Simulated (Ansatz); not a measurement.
MoS2 (2H-MoS2 type, space group P6_3/mmc)

```
MoS2
1.0
    3.14944     0.00000     0.00000
   -1.57472     2.72750     0.00000
    0.00000     0.00000    12.09150
Mo S
2 4
Direct
  0.33333   0.66667   0.25000
  0.66667   0.33333   0.75000
  0.33333   0.66667   0.62050
  0.66667   0.33333   0.12050
  0.66667   0.33333   0.37950
  0.33333   0.66667   0.87950
```

This relaxed cell (volume V₀) is scaled evenly in all directions, its shape held. The atoms relax within the cell's symmetry.

Level of theory: PBE-D3(BJ) (plane waves to 420 eV, PAW, scalar-relativistic; Ansatz, a program for electronic structure). k mesh 12×12×3 (Γ-centred), Fermi-Dirac smearing 0.05 eV. Energies are smeared free energies. Compression counts positive. With the shape held, the modulus is that of even scaling; a crystal free to change shape is softer. MoS2 is run without spin polarisation. MoS2 was relaxed with its symmetry unable to fall. The PAW data are Ansatz's earlier set. The zero of ΔE is the relaxed starting cell.

```csv
V (Å³/atom),ΔE (meV/atom)
16.273,16.2
16.446,withheld
16.619,6.9
16.792,3.8
16.965,1.7
17.138,0.4
17.311,0.0
17.484,0.4
17.657,1.6
17.831,3.5
18.004,6.1
18.177,9.4
18.350,13.3
```

Problem. Fit a third-order Birch-Murnaghan form (E₀, V₀, B₀, B₀′ free) to the given rows and predict ΔE at V = 16.446.

Solution. Least squares on the 12 given rows: ΔE = E₀ + (9V₀B₀/16)·y²·[2 + (B₀′ − 4)y], y = (V₀/V)^(2/3) − 1, with V₀ = 17.309 Å³/atom, B₀ = 75.25 GPa (160.2 GPa = 1 eV/Å³; the term in eV is multiplied by 1000), B₀′ = 4.16, E₀ = 0.00 meV/atom; root-mean-square residual 0.02 meV/atom. At 16.446 the fit gives 11.0 meV/atom; the calculation gives 11.0 meV/atom, the same to the digits shown. For the pressure the fit gives 4.28 GPa against the computed 4.30 GPa.

(Under strain, the slope of the energy per volume gives the stress and its curvature an elastic modulus.)
